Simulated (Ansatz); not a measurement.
This log comes from Ansatz, run on SiC3, ordered on the diamond lattice (R3m) with 4 atoms a cell. The cell was relaxed beforehand with r2SCAN.

The cell given to it:
```
C Si
1.0
     1.41543    0.81720    4.67007
    -1.41543    0.81720    4.67007
     0.00000   -1.63440    4.67007
C Si
3 1
Cartesian
  1.4154 0.8172 4.7855
  0.0000 0.0000 6.8504
  0.0000 0.0000 5.3123
  0.0000 0.0000 12.2397
```

The log, with set-up remarks and timings taken out:
```
Pseudopotential: C, paw, valence charge 4, recommended cutoff 420 eV (normal)
Pseudopotential: Si, paw, valence charge 4, recommended cutoff 420 eV (normal)
Functional definition: PBE
Crystal: 4 atoms, lattice volume = 32.411 Å³
Basis set: ecut = 420 eV, 663 PW (Γ)
Bands: 12, of which v1, the nominal top of the filled ones, is band 8 counted from 1 (7 counted from 0)
Symmetry: 6 space group operations
Space group: R3m (ITA 160)
k-points: 32 of 216 (time reversal used)
SCF 1 converged in 7 iterations: F = -1386.545572 eV  dr2 = 6.18e-9
SCF converged after 7 iterations
Free energy (F): -1386.545572 eV
Fermi energy:    11.280990 eV
--- Per-component energies (eV) ---
  E_band       = 57.367044
  E_kinetic    = 314.651027
  E_local      = -255.451685
  E_nonlocal   = 106.063569
  E_hartree    = 71.252160
  E_xc         = -201.663130
  E_vxc        = -228.557204
  E_paw        = -810.129011
  E_vpaw       = -21.843139
  E_ewald      = -611.268529
--- Band table (eV; the first three rows and the last of 32) ---
  k-point 0: bands = […, -0.0335, 8.4379, 8.4379, 10.2966, 11.2810, 11.2810, 15.1261, 15.9840, 15.9840, 16.1753]
  k-point 1: bands = […, 0.5554, 6.1754, 7.7673, 8.9845, 9.8529, 10.4471, 15.3884, 16.2104, 17.2889, 17.4751]
  k-point 2: bands = […, 1.4724, 3.4485, 5.5276, 6.7501, 8.0882, 9.2918, 14.7438, 15.7297, 18.2286, 19.2938]
  k-point 31: bands = […, 4.1564, 6.3036, 8.5240, 8.5240, 10.9291, 10.9291, 15.2037, 16.5731, 16.5731, 16.8369]
--- G₀W₀: contour deformation, 7 samples at zero and on the imaginary axis and 1 off it, 216 q-points, 223 empty bands' worth ---
    ik  band        ε_KS         Σx   Σc(E_QP)       V_xc       Z   E_QP_lin       E_QP  E_QP is
     0     7     11.2810   -18.8995     1.6661   -16.5292  0.7978    10.5738    10.5768  root
     0     8     11.2810   -18.8995     1.6661   -16.5292  0.7978    10.5738    10.5768  root
     0     9     15.1261   -11.0981    -5.4152   -16.9726  0.7866    15.5869    15.5853  root
     0    10     15.9840    -9.1214    -5.4675   -15.2788  0.7929    16.6776    16.6738  root
     1     7      9.8529   -19.2864     1.9564   -16.5400  0.7941     9.0585     9.0629  root
     1     8     10.4471   -18.9449     1.9448   -16.2352  0.7951     9.6782     9.6823  root
     1     9     15.3884    -9.3728    -5.3593   -15.2932  0.7943    15.9519    15.9494  root
     1    10     16.2104    -8.6920    -5.2725   -14.4417  0.7978    16.6898    16.6877  root
     2     7      8.0882   -19.5101     2.5266   -16.1027  0.7839     7.2003     7.2075  root
     2     8      9.2918   -19.2125     2.3822   -15.9771  0.7889     8.4322     8.4387  root
     2     9     14.7438    -8.7006    -5.0617   -14.1860  0.8042    15.1689    15.1676  root
     2    10     15.7297    -8.0756    -5.1516   -13.6612  0.8037    16.1653    16.1637  root
     3     7      6.3368   -19.2945     2.8699   -15.5560  0.7734     5.4606     5.4682  root
     3     8      8.8390   -19.3370     2.5511   -15.9019  0.7859     7.9472     7.9550  root
     3     9     14.5028    -8.5731    -4.9513   -13.9103  0.8071    14.8896    14.8886  root
     3    10     15.3897    -7.7411    -5.1225   -13.2736  0.8069    15.8010    15.7996  root
     4     7      9.9174   -19.0135     1.8936   -16.3474  0.7952     9.1408     9.1449  root
     4     8     10.7530   -18.9755     1.8294   -16.4041  0.7962    10.0074    10.0110  root
     4     9     15.1981    -9.4370    -5.2477   -15.1758  0.7969    15.6910    15.6892  root
     4    10     16.5686    -8.7804    -5.5226   -14.8947  0.7891    17.1637    17.1604  root
     9     7      9.1303   -19.2002     2.1778   -16.2008  0.7909     8.3036     8.3086  root
     9     8      9.9678   -19.2233     2.1059   -16.3176  0.7928     9.1632     9.1681  root
     9     9     13.9013    -8.5843    -4.7749   -13.6998  0.8109    14.2427    14.2419  root
     9    10     15.4264    -8.4570    -5.1706   -14.0411  0.8007    15.8413    15.8399  root
    12     7      8.9297   -19.2237     2.2832   -16.0962  0.7889     8.0797     8.0853  root
    12     8      9.6576   -19.3532     2.2195   -16.3120  0.7910     8.8305     8.8359  root
    12     9     12.8705    -7.9004    -4.4381   -12.5801  0.8196    13.1123    13.1119  root
    12    10     13.9458    -8.6705    -4.8284   -13.8337  0.8111    14.2812    14.2805  root
    13     7     11.1895   -18.9047     1.6921   -16.5050  0.7975    10.4788    10.4818  root
    13     8     11.1895   -18.9047     1.6921   -16.5050  0.7975    10.4788    10.4818  root
    13     9     15.1653   -11.0560    -5.4466   -16.9863  0.7857    15.6508    15.6490  root
    13    10     16.1333    -9.1153    -5.5283   -15.3380  0.7913    16.8317    16.8278  root
    18     7      9.0927   -18.6711     2.1641   -15.6910  0.7904     8.2710     8.2767  root
    18     8     10.8610   -19.0758     1.8084   -16.5304  0.7963    10.1205    10.1240  root
    18     9     15.0861    -9.4232    -5.1372   -15.0321  0.7981    15.5593    15.5577  root
    18    10     16.6746    -9.1920    -5.6614   -15.4376  0.7837    17.2621    17.2588  root
  […]
```

The points are ik 0 = (0, 0, 0) (Γ), ik 1 = (0, 0, 1/6), ik 2 = (0, 0, 1/3), ik 3 = (0, 0, -1/2), ik 4 = (0, 1/6, 1/6), ik 9 = (0, 1/3, 1/3), ik 12 = (0, -1/2, -1/2), ik 13 = (1/6, 1/6, 1/6), ik 18 = (1/6, 1/3, 1/3), ik 22 = (1/6, -1/2, -1/2), ik 24 = (1/6, -1/2, -1/6), ik 25 = (1/6, -1/3, -1/3); band 8 is the last filled one.

Question: What input produced it? Give the YAML.

Answer:
```yaml
crystal:
  # lattice and atoms as above
kpoints:
  mp_grid: { grid: [6, 6, 6] }
hamiltonian:
  xc: pbe
scf:
  occupations: { method: fixed }
gw:
  n_empty_bands: 223
  ecut_chi: 210
  qp_bands: [v2, c2]
  qp_kpoints: band_edges
  screening: { model: contour_deformation }
```
The quasiparticle table needs the gw block. Not every key shows in the log; this is the file that was used.

Run as `ansatz run input.yaml --threads 2 --pin off --max-ram 3686MiB --backend cpu --events-out ev --progress --plain --runs-dir out`. Wall time 8.9 min on 2 threads of Arm Neoverse V1 (shared host), load about 0.3 per core; peak host memory 0.65 GiB.

(Calculated; spin-unpolarised; the phase may be known or hypothetical.)
